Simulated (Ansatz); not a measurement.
KMgF$_{3}$:
```yaml
crystal:
  lattice:
    - [3.99129, 0.00000, 0.00000]
    - [0.00000, 3.99129, 0.00000]
    - [0.00000, 0.00000, 3.99129]
  atoms:
    - { symbol: K, position: [0.50000, 0.50000, 0.50000] }
    - { symbol: Mg, position: [0.00000, 0.00000, 0.00000] }
    - { symbol: F, position: [0.50000, 0.00000, 0.00000] }
    - { symbol: F, position: [0.00000, 0.50000, 0.00000] }
    - { symbol: F, position: [0.00000, 0.00000, 0.50000] }
```

Relaxed with PBEsol. 

Q: HSE06 on this cell (Ansatz, a first-principles code, PAW) gives a gap of 9.54 eV. What does PBEsol give?

A: 7.12 eV.

Cost on shared cores: the PBEsol run (SCF on a 7×7×7 mesh, then bands and DOS) roughly 20 core-seconds, the HSE06 run (SCF on 4×4×4, then a few points) around 70 core-seconds (rough); the tasks are unlike.

Space group Pm-3m (cubic perovskite). Symmetry was held in the PBEsol relaxation; of distortions, only those at the zone centre were tested.

Potentials: the later of the program's two PAW sets.

Ansatz is a plane-wave DFT program.
